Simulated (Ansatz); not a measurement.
# Re (Fm-3m), stationary points along a deformation path

These are results of Ansatz 0.2.0, DFT PBEsol, scalar-relativistic, plane waves, PAW, not measurements. Settings: plane waves to 420 eV, k-mesh 22×22×22 (Γ-centred), Gaussian smearing 0.15 eV. Spin–orbit coupling is left out, which can shift energies with elements as heavy as these. No spin polarisation. Energies are free energies at this smearing, counted from the undisturbed cell; pressure is positive in compression.

The undisturbed cell (as given, not relaxed at this level; it stands at -18.5 GPa; this fcc form isn't the usual structure):

```
Re
1.0
     0.00000    1.97500    1.97500
     1.97500    0.00000    1.97500
     1.97500    1.97500    0.00000
Re
1
Direct
  0.00000 0.00000 0.00000
```

At fixed volume and fractional coordinates, lengths along (0.577, 0.577, 0.577) are scaled against those across it; ρ is that ratio over its starting value. V = 15.407 Å³/atom. Δσ is the stress along the axis less the mean stress across it (compression positive).

```csv
ρ,ΔE (meV/atom),Δσ (GPa),space group
0.500,1431.1,0.00,Pm-3m
0.600,1279.6,31.62,R-3m
0.710,790.2,51.92,R-3m
0.850,273.9,40.28,R-3m
0.930,62.5,26.01,R-3m
1.000,0.0,0.00,Fm-3m
1.080,74.1,-30.31,R-3m
1.200,404.9,-65.28,R-3m
1.410,1356.3,-118.45,R-3m
1.700,3206.7,-195.32,R-3m
2.000,5564.8,-270.64,R-3m
```

Q: How does the stress give the slope of the energy, and where is the energy stationary?

A: Along the path d ln(length) is 2/3 d ln ρ on the axis and −1/3 d ln ρ across it, so dE/d ln ρ = −(2/3) V Δσ: the energy falls with ρ where Δσ is positive. Δσ vanishes or changes sign at ρ = 0.500 (Pm-3m, an end of the scan), at 1431.1 meV/atom; at ρ = 1.000 (Fm-3m), a minimum at 0.0 meV/atom. Pairs of stationary points between two samples would go unseen, and could change a minimum read from distant neighbours into a maximum. At ρ = 0.500, 1.000 the cell is cubic, where symmetry alone makes the stress isotropic and the slope zero.

Q: Which shear constant sets the curvature at ρ = 1?

A: For a cubic crystal E/V = (2/3) C (ln ρ)² with C = C44, so Δσ = −2C ln ρ. The parabola of Δσ against ln ρ through ρ = 0.930, 1 and 1.080 gives C ≈ 188 GPa with the ions clamped, rough because the steps are large. It is the stress–strain coefficient at this cell's pressure of -18.5 GPa, not the zero-pressure constant.

In a metal these slopes depend on the k mesh and the smearing.